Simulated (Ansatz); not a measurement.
Strain and field gradients in SiO₂

Cell: a COD entry whose atoms were relaxed with PBE, the cell held.

```
Si O
1.0
     4.16670    0.00000    0.00000
     0.00000    4.16670    0.00000
     0.00000    0.00000    2.66450
Si O
2 4
Cartesian
  0.0000 0.0000 0.0000
  2.0833 2.0833 1.3322
  1.2719 1.2719 0.0000
  0.8114 3.3553 1.3322
  2.8948 2.8948 0.0000
  3.3553 0.8114 1.3322
```

Sites (sets of like atoms) are named by element and the number of their first atom in this list.

The numbers come from a DFT calculation in Ansatz (PBE, plane waves and PAW, scalar-relativistic, 420 eV cutoff, Γ-centred 7×7×11 k-points, Fermi–Dirac smearing 0.02 eV).

The cell is stretched along z (the third Cartesian axis of the run's cell), x and y held, and the ions relax again each time.

| strain along z (%) | Si: V along z (10²¹ V/m²) | O: V along z (10²¹ V/m²) |
| --- | --- | --- |
| -3 | -1.55 | 3.84 |
| -2 | -1.46 | 4.12 |
| -1 | -1.38 | 4.38 |
| 0 | -1.27 | 4.60 |
| +1 | -1.15 | 4.81 |
| +2 | -1.02 | 5.01 |
| +3 | ? | ? |

Task: Estimate the row at +3 % from the others.

Result: Si: -0.90; O: 5.19. Worked for Si: a straight line through the other 6 rows has a slope of 0.106 × 10²¹ V/m² per per cent of strain and gives -0.94 at +3 %, against -0.90 from the run; over all rows the step per per cent runs from 0.083 at the compressed end to 0.12 at the stretched end. Worked for O: a straight line through the other 6 rows has a slope of 0.233 × 10²¹ V/m² per per cent of strain and gives 5.27 at +3 %, against 5.19 from the run; over all rows the step per per cent runs from 0.28 at the compressed end to 0.18 at the stretched end, so the response isn't a straight line.

At this cell the PBE pressure is 13 GPa, so with PBE the cell would grow if it were relaxed. The entry's cell may itself be off.
